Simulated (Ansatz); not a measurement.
All numbers below come from DFT PBE, scalar-relativistic, plane waves, PAW (Ansatz). Settings: cutoff 420 eV, Γ-centred meshes spaced at most about 0.3 Å⁻¹, and about 0.25 Å⁻¹ or finer for metals (2π included), Gaussian smearing. No spin polarisation in the final relaxations.

Temperature and zero-point effects are left out.

Two forms of Lu2SiNF2 were relaxed alike.

1.

```yaml
crystal:
  lattice:
    - [3.32451, 0.00000, 0.00000]
    - [0.00000, 3.32451, 0.00000]
    - [0.00000, 0.00000, 15.32482]
  atoms:
    - { symbol: Lu, position: [0.00000, 0.50000, 0.68385] }
    - { symbol: Lu, position: [0.50000, 0.00000, 0.91703] }
    - { symbol: Lu, position: [0.00000, 0.50000, 0.08297] }
    - { symbol: Lu, position: [0.50000, 0.00000, 0.31615] }
    - { symbol: Si, position: [0.00000, 0.50000, 0.43233] }
    - { symbol: Si, position: [0.50000, 0.00000, 0.56767] }
    - { symbol: N, position: [0.50000, 0.00000, 0.45394] }
    - { symbol: N, position: [0.00000, 0.50000, 0.54606] }
    - { symbol: F, position: [0.50000, 0.00000, 0.76961] }
    - { symbol: F, position: [0.00000, 0.50000, 0.85584] }
    - { symbol: F, position: [0.50000, 0.00000, 0.14416] }
    - { symbol: F, position: [0.00000, 0.50000, 0.23039] }
```

2.

```yaml
crystal:
  lattice:
    - [3.26170, 0.00000, 0.00000]
    - [0.00000, 3.26170, 0.00000]
    - [0.00000, 0.00000, 7.71266]
  atoms:
    - { symbol: Lu, position: [0.50000, 0.00000, 0.27390] }
    - { symbol: Lu, position: [0.00000, 0.50000, 0.72610] }
    - { symbol: Si, position: [0.00000, 0.00000, 0.00000] }
    - { symbol: N, position: [0.50000, 0.50000, 0.00000] }
    - { symbol: F, position: [0.50000, 0.00000, 0.58976] }
    - { symbol: F, position: [0.00000, 0.50000, 0.41024] }
```

Question: Which is lower in energy, and by how much?

Answer: Cell 1 is lower, by 63 meV/atom. Cell 1 has space group P4/nmm (No. 129), 14.1 Å³/atom and no gap on its mesh; cell 2 has space group P-4m2 (No. 115), 13.7 Å³/atom and no gap. Counting F or N atoms around Lu and Si (for each partner element, those within 1.25 times its shortest distance or 1.15 times the sum of covalent radii, where it is the nearest in units of that sum or under 1.3; a plus sign parts groups by distance over the sum of covalent radii; the shortest distance is added where it exceeds 1.18 times the sum of covalent radii; a slash parts the counts of unlike sites), cell 1 has Lu 5/1+5, Si 1 and cell 2 has Lu 7, Si 4 from 2.3 Å. The lower one is the more open, so pressure narrows the difference. Both come from invented guesses.

In P-4m2 an odd number of electrons in the primitive cell allows no gap without spin; a larger cell or a magnetic state could open one. A magnetic state wasn't ruled out in cells without spin, among them P-4m2. Cells relaxed within their symmetry can be saddle points.
